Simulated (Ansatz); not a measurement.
Input and command of a plane-wave DFT calculation in Ansatz:

```yaml
crystal:
  lattice:
    - [6.890634, 0.25941, 0.112314]
    - [0.25941, 7.138995, 0.009288]
    - [0.112314, 0.009288, 7.207955]
  atoms:
    - { symbol: H, position: [0.259866394, 0.460780108, 0.8722530221] }
    - { symbol: H, position: [0.3436967404, 0.9325875955, 0.2993036491] }
    - { symbol: H, position: [0.8623323542, 0.0539322988, 0.1631115014] }
    - { symbol: H, position: [0.5632518743, 0.8709131987, 0.9698733991] }
    - { symbol: H, position: [0.3665740762, 0.6909537662, 0.8015887336] }
    - { symbol: H, position: [0.1506779302, 0.993733667, 0.6828520246] }
    - { symbol: H, position: [0.9095779408, 0.0532593277, 0.0632312401] }
    - { symbol: Ge, position: [0.1060525981, 0.3009734552, 0.9573161979] }
    - { symbol: Ge, position: [0.4930165558, 0.1189883178, 0.9771243141] }
    - { symbol: Ge, position: [0.076499318, 0.3239270639, 0.5903562782] }
    - { symbol: Ge, position: [0.9803740243, 0.4416464649, 0.3177804101] }
    - { symbol: Ge, position: [0.5343455832, 0.754421884, 0.3543924233] }
    - { symbol: Ge, position: [0.8176421289, 0.8263638096, 0.7348362693] }
    - { symbol: Ge, position: [0.6708093384, 0.5473896642, 0.9346230614] }
    - { symbol: Ge, position: [0.2347663584, 0.8023895781, 0.1254097697] }
    - { symbol: Ge, position: [0.6650835073, 0.2822382045, 0.3274272173] }
    - { symbol: Ge, position: [0.9940518408, 0.9505428492, 0.3909108691] }
    - { symbol: Ge, position: [0.4611483026, 0.3247042958, 0.6827620791] }
    - { symbol: Ge, position: [0.3943869768, 0.4644838817, 0.1917635991] }
    - { symbol: Ge, position: [0.2922676018, 0.7883537193, 0.6054042206] }
  symmetry: { detect: false }
basis:
  ecutwfc: 420
  xc_grid: 1
kpoints:
  mp_grid: { grid: [1, 1, 1], shift: [0.25, 0.25, 0.25] }
hamiltonian:
  xc: pbe
scf:
  occupations: { method: fermi_dirac, width: 0.05 }
  lower_state_search: "off"
  convergence: { dr2_threshold: 1.0e-05 }
output:
  forces: true
  stress: true
md:
  timestep: 0.75
  n_steps: 221
  ensemble: nvt_langevin
  friction: 0.03
  temperature: 300.0
  initial_velocities: maxwell_boltzmann
  seed: 53587
```

```bash
ansatz run input.yaml --threads 2 --pin off --max-ram 5120MiB --backend cpu --events-out ev --progress --plain --runs-dir out
```

Processor: Arm Neoverse V2, 2 threads, on a host shared with other jobs.

Estimate time, memory and problem size.

About 5.2 min on 2 threads of Arm Neoverse V2 (shared host), peak memory 0.52 GiB. It solves 115 bands at 1 k points (the mesh reduced by the symmetry that the task leaves, which can be less than the crystal's) with about 6897 plane waves, in 750 SCF iterations.
